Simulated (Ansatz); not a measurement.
Computed with DFT PBE, scalar-relativistic, plane waves, PAW in Ansatz. All cells share a 420 eV cutoff and Γ-centred k meshes spaced at most about 0.3 Å⁻¹ (about 0.25 or finer for metals, 2π included). Collinear spin in cells that started with moments and kept them past the coarse steps, no spin elsewhere.

These are static total energies at zero pressure. All come from trial cells, and lower structures may exist.

Question: These unrelaxed guesses for ZrGa₂Se₂ are each relaxed within their symmetry. Order them by the energy at which they end, lowest first.
A.

```xyz
5
Lattice="4.2603 0.0000 0.0000 -2.1301 3.6895 0.0000 0.0000 0.0000 7.1450" Properties=species:S:1:pos:R:3 pbc="T T T"
Zr    0.0000    0.0000    0.0000
Ga    0.0000    2.4597    4.5362
Ga    2.1301    1.2298    2.6089
Se    2.1301    1.2298    5.3279
Se    0.0000    2.4597    1.8172
```

B.

```xyz
5
Lattice="-2.1830 2.1830 5.4866 2.1830 -2.1830 5.4866 2.1830 2.1830 -5.4866" Properties=species:S:1:pos:R:3 pbc="T T T"
Zr    0.0000    0.0000    0.0000
Ga    0.0000    0.0000    4.1150
Ga    0.0000    0.0000    6.8583
Se    0.0000    2.1830    2.7433
Se    2.1830    0.0000    2.7433
```

C.

```xyz
5
Lattice="4.1609 0.0000 0.0000 -2.0805 3.6035 0.0000 0.0000 0.0000 7.1794" Properties=species:S:1:pos:R:3 pbc="T T T"
Zr    0.0000    0.0000    0.0000
Ga    0.0000    2.4023    3.5897
Ga    2.0805    1.2012    3.5897
Se    0.0000    2.4023    0.0000
Se    2.0805    1.2012    0.0000
```

D.

```xyz
5
Lattice="-2.0309 2.0309 6.2884 2.0309 -2.0309 6.2884 2.0309 2.0309 -6.2884" Properties=species:S:1:pos:R:3 pbc="T T T"
Zr    0.0000    0.0000    0.0000
Ga    0.0000    2.0309    3.1442
Ga    2.0309    0.0000    3.1442
Se    0.0000    0.0000    8.2640
Se    0.0000    0.0000    4.3128
```

Answer: A (ends in P-3m1, 0 meV/atom), D (ends in I4/mmm, 101 meV/atom), B (ends in I4/mmm, 0.41 eV/atom), C (ends in P6/mmm, 0.43 eV/atom).

The magnetic state reached may not be the lowest. Cells relaxed within their symmetry can be saddle points. Some types were kept out of the candidates beforehand, so the set may lack a known form.
